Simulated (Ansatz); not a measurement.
Geometry optimisation in Ansatz: input, command and trajectory.

```yaml
crystal:
  lattice:
    - [3.7309857954, 0.0, 0.0]
    - [-1.8654928977, 3.23112848, 0.0]
    - [0.0, 0.0, 12.2119759554]
  atoms:
    - { symbol: Zn, position: [0.0, 0.0, 0.0001143893] }
    - { symbol: Zn, position: [0.0, 0.0, 0.5001143893] }
    - { symbol: Zn, position: [0.3333333333, 0.6666666667, 0.2500706165] }
    - { symbol: Zn, position: [0.6666666667, 0.3333333333, 0.7500706165] }
    - { symbol: S, position: [0.0, 0.0, 0.1872361453] }
    - { symbol: S, position: [0.0, 0.0, 0.6872361453] }
    - { symbol: S, position: [0.3333333333, 0.6666666667, 0.437578849] }
    - { symbol: S, position: [0.6666666667, 0.3333333333, 0.937578849] }
basis:
  ecutwfc: 500
kpoints:
  mp_grid: { grid: [6, 6, 2] }
hamiltonian:
  xc: r2scan
scf:
  occupations: { method: gaussian, width: 0.02 }
output:
  forces: true
  stress: true
  eigenvalues: true
relax:
  adjacent_minimum: "off"
  f_tol: 0.01
  max_steps: 30
  cell: { stress_tol: 0.1, fix: [volume] }
```

```bash
ansatz run input.yaml --threads 2 --pin off --max-ram 5120MiB --backend cpu --events-out ev --progress --plain --runs-dir out
```

Computed with DFT r2SCAN, scalar-relativistic, plane waves, PAW in Ansatz 0.2.0.

The volume is held at 0.94 times that of the relaxed cell.

Of 3 frames 3 are shown, positions in Å and forces in eV/Å; the SCF threshold varies from step to step. Steps run on the plane waves of an earlier cell, with a Pulay correction in the pressure. The basis is chosen afresh for the last frame, the zero of the energies, and at times for earlier ones too; energy and pressure step there, also at an unchanged geometry.

```xyz
8
Lattice="3.7310 0.0000 0.0000 -1.8655 3.2311 0.0000 0.0000 0.0000 12.2120" Properties=species:S:1:pos:R:3:forces:R:3 pbc="T T T" step=1 free_energy_over_end_meV_per_atom=0.01 pressure_GPa=5.55
Zn    0.0000    0.0000    0.0014    0.0000    0.0000    0.0104
Zn    0.0000    0.0000    6.1074    0.0000    0.0000    0.0104
Zn    0.0000    2.1541    3.0539    0.0000    0.0000    0.0046
Zn    1.8655    1.0770    9.1598    0.0000    0.0000    0.0046
S     0.0000    0.0000    2.2865    0.0000    0.0000   -0.0082
S     0.0000    0.0000    8.3925    0.0000    0.0000   -0.0082
S     0.0000    2.1541    5.3437    0.0000    0.0000   -0.0068
S     1.8655    1.0770   11.4497    0.0000    0.0000   -0.0068
8
Lattice="3.7298 0.0000 0.0000 -1.8649 3.2301 0.0000 0.0000 0.0000 12.2199" Properties=species:S:1:pos:R:3:forces:R:3 pbc="T T T" step=2 free_energy_over_end_meV_per_atom=0.00 pressure_GPa=5.55
Zn    0.0000    0.0000    0.0023    0.0000    0.0000    0.0073
Zn    0.0000    0.0000    6.1122    0.0000    0.0000    0.0073
Zn    0.0000    2.1534    3.0565    0.0000    0.0000    0.0044
Zn    1.8649    1.0767    9.1664    0.0000    0.0000    0.0044
S     0.0000    0.0000    2.2873    0.0000    0.0000   -0.0059
S     0.0000    0.0000    8.3973    0.0000    0.0000   -0.0059
S     0.0000    2.1534    5.3464    0.0000    0.0000   -0.0058
S     1.8649    1.0767   11.4564    0.0000    0.0000   -0.0058
8
Lattice="3.7298 0.0000 0.0000 -1.8649 3.2301 0.0000 0.0000 0.0000 12.2199" Properties=species:S:1:pos:R:3:forces:R:3 pbc="T T T" step=3 free_energy_over_end_meV_per_atom=0.00 pressure_GPa=5.55
Zn    0.0000    0.0000    0.0023    0.0000    0.0000    0.0073
Zn    0.0000    0.0000    6.1122    0.0000    0.0000    0.0073
Zn    0.0000    2.1534    3.0565    0.0000    0.0000    0.0044
Zn    1.8649    1.0767    9.1664    0.0000    0.0000    0.0044
S     0.0000    0.0000    2.2873    0.0000    0.0000   -0.0059
S     0.0000    0.0000    8.3973    0.0000    0.0000   -0.0059
S     0.0000    2.1534    5.3464    0.0000    0.0000   -0.0058
S     1.8649    1.0767   11.4564    0.0000    0.0000   -0.0058
```

It took 28 s on 2 threads of Arm Neoverse V1 (shared host), peak memory 0.7 GiB.